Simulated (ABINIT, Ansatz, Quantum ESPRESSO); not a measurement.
# LiCuAuO2: 3 runs at one level of theory

```xyz
5
Lattice="1.6372 0.9452 6.4188 -1.6372 0.9452 6.4188 0.0000 -1.8905 6.4188" Properties=species:S:1:pos:R:3 pbc="T T T"
Au    0.0000    0.0000   19.0984
Cu    0.0000    0.0000    9.9325
O     0.0000    0.0000    1.9434
O     0.0000    0.0000   17.0270
Li    0.0000    0.0000   14.5821
```

The cell comes from a database or a generator and needn't be the stable form of this composition.

Alike in all runs: task single point; functional PBE; k mesh 9 × 9 × 9; occupations fermi-dirac, width 0.05 eV; no spin polarisation; no spin-orbit coupling. Pressure is positive in compression and, in plane waves, holds the error of the finite cutoff, which Ansatz's Pulay term estimates and takes out.

```json
{"program and potentials": "Ansatz, Ansatz PAW", "plane-wave cutoff (eV)": "420", "notes": "10.6 valence electrons an atom on average; Pulay term of +0.47 GPa included", "pressure (GPa)": "-1.37", "largest force (eV/Å)": "0.333"}
{"program and potentials": "Quantum ESPRESSO, SSSP 1.3 efficiency PBE", "plane-wave cutoff (eV)": "816", "notes": "9 valence electrons an atom on average", "pressure (GPa)": "-1.71", "largest force (eV/Å)": "0.331"}
{"program and potentials": "ABINIT, JTH PAW PBE v2.0", "plane-wave cutoff (eV)": "707", "notes": "9 valence electrons an atom on average", "pressure (GPa)": "-1.15", "largest force (eV/Å)": "0.272"}
```

Force on atom 3 (O), eV/Å:

```csv
program and potentials,x,y,z
"Ansatz, Ansatz PAW",0.000,0.000,-0.333
"Quantum ESPRESSO, SSSP 1.3 efficiency PBE",0.000,0.000,-0.331
"ABINIT, JTH PAW PBE v2.0",0.000,0.000,-0.219
```

The pressure spans -1.71 (Quantum ESPRESSO, SSSP 1.3 efficiency PBE) to -1.15 GPa (ABINIT, JTH PAW PBE v2.0).

The functional is the same throughout but for its coding, so the spread measures potentials, basis and numerics; runs on potential files found faulty are left out.
